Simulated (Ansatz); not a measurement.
TePb (rock salt, Fm-3m) under volume change, PBE (plane waves, PAW; program Ansatz), scaled uniformly.

```csv
V (Å³/atom),E − E(relaxed) (meV/atom),P (GPa)
32.238,41.1,4.50
33.301,17.2,2.74
34.363,[?],[?]
35.426,0.0,0.00
36.489,[?],[?]
37.552,13.7,-1.97
38.615,29.4,-2.73
```

### Question
Fill in the missing entries.

### Answer

- 34.363, E − E(relaxed) (meV/atom): 4.1
- 34.363, P (GPa): 1.26
- 36.489, E − E(relaxed) (meV/atom): 3.6
- 36.489, P (GPa): -1.06

### Question
What does a third-order Birch–Murnaghan fit give for V₀, B₀ and B′?

### Answer
V₀ = 35.43 Å³/atom, B₀ = 38.5 GPa, B′ = 4.5.

The cell was relaxed with PBE under the symmetry of its start; of distortions, only those at the zone centre were tested. Scalar-relativistic: spin–orbit coupling is off unless named, which matters more the heavier the elements.

Potentials: the later of the program's two PAW sets.
